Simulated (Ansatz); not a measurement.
Relaxation path: bcc W (110), 5 layers

DFT, PBEsol, PAW with Ansatz's default frozen-core files, scalar-relativistic (Ansatz 0.2.0); a Γ-centred 14×14×1 k mesh, Fermi–Dirac smearing of 0.1 eV, no spin polarisation. The run relaxes the atoms in the fixed cell.

Command: `ansatz run input.yaml --threads 2 --pin off --max-ram 4096MiB --backend cpu --events-out ev --progress --plain --runs-dir out` It took 2.7 min on 2 threads of Arm Neoverse V2 (shared host), peak memory 0.63 GiB.

```yaml
crystal:
  lattice:
    - [2.7313605553, 0.0, 0.0]
    - [-0.9104535184, 2.5751514274, 0.0]
    - [0.0, 0.0, 24.9206]
  atoms:
    - { symbol: W, position: [0.0, 0.0, 0.3210198348] }
    - { symbol: W, position: [0.5, 0.5, 0.4105099171] }
    - { symbol: W, position: [0.0, 0.0, 0.5] }
    - { symbol: W, position: [0.5, 0.5, 0.5894900829] }
    - { symbol: W, position: [0.0, 0.0, 0.6789801652] }
kpoints:
  mp_grid: { grid: [14, 14, 1] }
scf:
  occupations: { method: fermi_dirac, width: 0.1 }
hamiltonian:
  xc: pbesol
  pseudopotentials: { kind: paw }
output:
  forces: true
  stress: true
  eigenvalues: true
relax:
  f_tol: 0.01
  max_steps: 40
efield:
  axis: 3
  amplitude: 0
  dipole_correction: true
```

Each step lists its free energy a cell above the last geometry, and Cartesian positions (Å) with forces (eV/Å).

The first step:

```
step 1  dF = 54.51 meV
  W 0.0000 0.0000 8.0000   0.0000 0.0000 0.6627
  W 0.9105 1.2876 10.2302   0.0000 0.0000 -0.6608
  W 0.0000 0.0000 12.4603   0.0000 0.0000 0.0000
  W 0.9105 1.2876 14.6904   0.0000 0.0000 0.6608
  W 0.0000 0.0000 16.9206   0.0000 0.0000 -0.6627
```

Spin–orbit coupling is left out, which matters for the heavy atoms. The PAW files were made under PBE. The cell is 1×1, so reconstructions are forbidden, and in slabs of four or five layers the relaxations can be far larger than at a real surface.

Task: Where does the relaxation end, and by which steps?

Result: After 8 geometries, with a shortest distance of 2.667 Å. The further steps:
```
step 2  dF = 195.85 meV  (not accepted)
  W 0.0000 0.0000 8.1941   0.0000 0.0000 -1.5240
  W 0.9105 1.2876 10.2079   0.0000 0.0000 1.5671
  W 0.0000 0.0000 12.4603   0.0000 0.0000 0.0000
  W 0.9105 1.2876 14.7127   0.0000 0.0000 -1.5671
  W 0.0000 0.0000 16.7265   0.0000 0.0000 1.5240
step 3  dF = 5.25 meV
  W 0.0000 0.0000 8.0945   0.0000 0.0000 -0.2231
  W 0.9105 1.2876 10.2214   0.0000 0.0000 0.2350
  W 0.0000 0.0000 12.4603   0.0000 0.0000 0.0000
  W 0.9105 1.2876 14.6992   0.0000 0.0000 -0.2350
  W 0.0000 0.0000 16.8261   0.0000 0.0000 0.2231
step 4  dF = 0.03 meV
  W 0.0000 0.0000 8.0760   0.0000 0.0000 -0.0152
  W 0.9105 1.2876 10.2249   0.0000 0.0000 0.0110
  W 0.0000 0.0000 12.4603   0.0000 0.0000 0.0000
  W 0.9105 1.2876 14.6957   0.0000 0.0000 -0.0110
  W 0.0000 0.0000 16.8446   0.0000 0.0000 0.0152
step 5  dF = 0.03 meV  (not accepted)
  W 0.0000 0.0000 8.0719   0.0000 0.0000 0.0048
  W 0.9105 1.2876 10.2228   0.0000 0.0000 0.0123
  W 0.0000 0.0000 12.4603   0.0000 0.0000 0.0000
  W 0.9105 1.2876 14.6978   0.0000 0.0000 -0.0123
  W 0.0000 0.0000 16.8487   0.0000 0.0000 -0.0048
step 6  dF = 0.03 meV
  W 0.0000 0.0000 8.0760   0.0000 0.0000 -0.0154
  W 0.9105 1.2876 10.2249   0.0000 0.0000 0.0106
  W 0.0000 0.0000 12.4603   0.0000 0.0000 0.0000
  W 0.9105 1.2876 14.6957   0.0000 0.0000 -0.0106
  W 0.0000 0.0000 16.8446   0.0000 0.0000 0.0154
step 7  dF = 0.03 meV  (not accepted)
  W 0.0000 0.0000 8.0719   0.0000 0.0000 0.0042
  W 0.9105 1.2876 10.2228   0.0000 0.0000 0.0136
  W 0.0000 0.0000 12.4603   0.0000 0.0000 0.0000
  W 0.9105 1.2876 14.6978   0.0000 0.0000 -0.0136
  W 0.0000 0.0000 16.8487   0.0000 0.0000 -0.0042
step 8  dF = 0.00 meV
  W 0.0000 0.0000 8.0740   0.0000 0.0000 -0.0002
  W 0.9105 1.2876 10.2245   0.0000 0.0000 0.0001
  W 0.0000 0.0000 12.4603   0.0000 0.0000 0.0000
  W 0.9105 1.2876 14.6961   0.0000 0.0000 -0.0001
  W 0.0000 0.0000 16.8466   0.0000 0.0000 0.0002
```
